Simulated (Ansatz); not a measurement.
Re₃Rh in space group P6_3/mmc (No. 194; Re on 6h, Rh on 2d), PBE (plane waves, PAW; program Ansatz), all energies at zero smearing, with the estimated change up to a 700 eV cutoff added, with one set of potentials and settings (totals compare only within such a set). Cell of 8 atoms (6 Re, 2 Rh): -78015.579 eV.

| element | reference phase | E (eV/atom) |
|---|---|---|
| Re | P6_3/mmc, 2 atoms in the cell | -10868.0812 |
| Rh | Fm-3m, 1 atoms in the cell | -6402.8911 |

Formation energy per atom, worked out: (-78015.579 − 6×(-10868.0812) − 2×(-6402.8911))/8 = -0.164 eV/atom (-16 kJ per mol of atoms), at 0 K, without zero-point energy or fitted corrections.

The first step of the workflow began from a Materials Project structure, measured or hypothetical; the Crystallography Open Database copy checked does not list it. With Re and Rh taken as one species the cell has the higher symmetry P6_3/mmc, so it may be an ordered model of a mixed-site phase. Whether it is the stable phase at ambient conditions was not checked. The cell was relaxed with PBE under the symmetry of its start; whether a distortion lowers the energy is not shown. No spin polarisation was allowed. The references are the lowest solids computed at this level, not always the standard phases. Scalar-relativistic: spin–orbit coupling is off unless named, which matters more the heavier the elements.

Potentials: the later of the program's two PAW sets.
